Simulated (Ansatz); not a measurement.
GaN:
```cif
data_Ga2N2
_chemical_formula_sum 'Ga2 N2'
_space_group_name_H-M_alt 'P 1'
_space_group_IT_number 1
_cell_length_a 3.18312
_cell_length_b 3.18312
_cell_length_c 5.18369
_cell_angle_alpha 90.000
_cell_angle_beta 90.000
_cell_angle_gamma 120.000
loop_
_space_group_symop_operation_xyz
  'x, y, z'
loop_
_atom_site_label
_atom_site_type_symbol
_atom_site_fract_x
_atom_site_fract_y
_atom_site_fract_z
_atom_site_occupancy
Ga1 Ga 0.66667 0.33333 0.00099 1
Ga2 Ga 0.33333 0.66667 0.50099 1
N1 N 0.66667 0.33333 0.62421 1
N2 N 0.33333 0.66667 0.12421 1
```

Relaxed with r²SCAN.

Task: Which orbitals make up the states near the band edges in r²SCAN (plane waves, PAW; program Ansatz)?

Result: Top 1 eV of the valence band: N 2p 88 %, Ga 4p 7 %. Bottom 1 eV of the conduction band: N 2s 38 %, Ga 4s 37 %, N 2p 14 %, Ga 4p 9 %. Projections are on Löwdin-orthogonalised atomic valence shells; empty p or d shells of many metals are not among them.

Task: Tabulate the density of states.

Result: States/eV per cell of 4 atoms, in 0.25 eV bins, energy from the valence-band maximum.

| E (eV) | total | N 2p | Ga 4p | Ga 4s |
|---|---|---|---|---|
| -7.85 | 0.00 | 0.00 | 0.00 | 0.00 |
| -7.60 | 0.00 | 0.00 | 0.00 | 0.00 |
| -7.35 | 0.00 | 0.00 | 0.00 | 0.00 |
| -7.10 | 0.04 | 0.02 | 0.01 | 0.01 |
| -6.85 | 0.30 | 0.16 | 0.05 | 0.08 |
| -6.60 | 1.22 | 0.66 | 0.17 | 0.34 |
| -6.35 | 2.09 | 1.15 | 0.24 | 0.62 |
| -6.10 | 2.73 | 1.52 | 0.27 | 0.83 |
| -5.85 | 1.90 | 1.05 | 0.18 | 0.54 |
| -5.60 | 1.31 | 0.73 | 0.13 | 0.33 |
| -5.35 | 1.47 | 0.82 | 0.16 | 0.34 |
| -5.10 | 1.04 | 0.58 | 0.15 | 0.18 |
| -4.85 | 0.89 | 0.50 | 0.15 | 0.12 |
| -4.60 | 0.81 | 0.47 | 0.15 | 0.10 |
| -4.35 | 1.29 | 0.79 | 0.26 | 0.14 |
| -4.10 | 1.43 | 0.90 | 0.30 | 0.14 |
| -3.85 | 1.28 | 0.82 | 0.26 | 0.11 |
| -3.60 | 1.51 | 1.00 | 0.31 | 0.11 |
| -3.35 | 1.63 | 1.10 | 0.34 | 0.10 |
| -3.10 | 1.84 | 1.28 | 0.37 | 0.09 |
| -2.85 | 1.93 | 1.38 | 0.38 | 0.08 |
| -2.60 | 2.19 | 1.61 | 0.41 | 0.07 |
| -2.35 | 2.37 | 1.78 | 0.42 | 0.07 |
| -2.10 | 2.59 | 1.98 | 0.43 | 0.06 |
| -1.85 | 2.99 | 2.36 | 0.46 | 0.06 |
| -1.60 | 3.73 | 3.03 | 0.52 | 0.05 |
| -1.35 | 3.05 | 2.53 | 0.38 | 0.03 |
| -1.10 | 2.36 | 1.99 | 0.25 | 0.02 |
| -0.85 | 1.67 | 1.44 | 0.14 | 0.01 |
| -0.60 | 1.20 | 1.07 | 0.08 | 0.01 |
| -0.35 | 0.81 | 0.73 | 0.04 | 0.00 |
| -0.10 | 0.32 | 0.30 | 0.01 | 0.00 |
| 0.15 | 0.00 | 0.00 | 0.00 | 0.00 |
| 0.40 | 0.00 | 0.00 | 0.00 | 0.00 |
| 0.65 | 0.00 | 0.00 | 0.00 | 0.00 |
| 0.90 | 0.00 | 0.00 | 0.00 | 0.00 |
| 1.15 | 0.00 | 0.00 | 0.00 | 0.00 |
| 1.40 | 0.00 | 0.00 | 0.00 | 0.00 |
| 1.65 | 0.00 | 0.00 | 0.00 | 0.00 |
| 1.90 | 0.00 | 0.00 | 0.00 | 0.00 |
| 2.15 | 0.00 | 0.00 | 0.00 | 0.00 |
| 2.40 | 0.00 | 0.00 | 0.00 | 0.00 |
| 2.65 | 0.01 | 0.00 | 0.00 | 0.00 |
| 2.90 | 0.03 | 0.00 | 0.00 | 0.01 |
| 3.15 | 0.04 | 0.01 | 0.00 | 0.02 |
| 3.40 | 0.06 | 0.01 | 0.01 | 0.02 |
| 3.65 | 0.09 | 0.02 | 0.01 | 0.02 |
| 3.90 | 0.12 | 0.02 | 0.02 | 0.03 |
| 4.15 | 0.15 | 0.03 | 0.03 | 0.04 |
| 4.40 | 0.21 | 0.05 | 0.04 | 0.04 |
| 4.65 | 0.33 | 0.06 | 0.09 | 0.06 |
| 4.90 | 0.89 | 0.11 | 0.34 | 0.15 |
| 5.15 | 1.37 | 0.17 | 0.53 | 0.25 |
| 5.40 | 1.48 | 0.19 | 0.59 | 0.25 |
| 5.65 | 1.64 | 0.22 | 0.68 | 0.27 |
| 5.90 | 1.97 | 0.28 | 0.86 | 0.29 |
| 6.15 | 1.98 | 0.30 | 0.86 | 0.30 |
| 6.40 | 1.66 | 0.25 | 0.67 | 0.31 |
| 6.65 | 1.49 | 0.24 | 0.55 | 0.33 |
| 6.90 | 1.33 | 0.26 | 0.50 | 0.26 |
| 7.15 | 0.96 | 0.21 | 0.32 | 0.22 |

Space group P6_3mc (wurtzite). Symmetry was held in the r²SCAN relaxation; phonons on a q-mesh show no instability. Spin–orbit coupling is left out wherever it is not named.

Potentials: the later of the program's two PAW sets.
